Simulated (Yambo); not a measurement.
Yambo run on NaCaIrH6 (space group F-43m, No. 216). The wavefunctions are PBEsol (pw.x of Quantum ESPRESSO, ONCV potentials, without SOC) ones on a 4×4×4 mesh (21 occupied bands); a = 5.110 Å, b = 5.110 Å, c = 5.110 Å, α = 60.00°, β = 60.00°, γ = 60.00°.

Yambo input:

```
rim_cut
gw0
dyson
el_el_corr
HF_and_locXC
ppa
em1d
RandQpts= 1000000
RandGvec= 1 Ry
EXXRLvcs= 88 Ry
VXCRLvcs= 352 Ry
Chimod= "HARTREE"
% BndsRnXp
 6 | 140 |
%
NGsBlkXp= 7 Ry
% LongDrXp
 1.0 | 1.0 | 1.0 |
%
PPAPntXp= 27.2114 eV
% GbndRnge
 1 | 92 |
%
GTermKind= "none"
DysSolver= "n"
ExtendOut
% QPkrange
 7 | 7 | 21 | 22 |
 8 | 8 | 21 | 21 |
%
```

k points by index: 7 = X, 8 = W.

Table of the .qp output:

```
#    K-point    Band    Eo [eV]    E [eV]    E-Eo [eV]    Vxc [eV]    Vnlxc [eV]    Sc|Eo [eV]    Sc|E [eV]    dSc/dw|Eo [eV]    Re(Z)    Im(Z)
#
    7    21    -0.002836    -0.249862    -0.247026    -18.48532    -22.59584    3.799530    3.863495    -7.042207    0.794407    -0.001419
    7    22    3.249398    4.544071    1.294673    -13.28683    -9.003674    -2.727879    -2.988478    -5.476858    0.832450    -0.001136
    8    21    0.000000    -0.245326    -0.245326    -18.49838    -22.60533    3.798114    3.861630    -7.041394    0.794426    -0.001418
```
(The two width columns are left out.) Convergence of these settings isn't established.

Geometry of the Materials Project entry, not relaxed at this level.

The structure is a Materials Project entry; no match was found in the copy of COD used, and its stability was not checked.
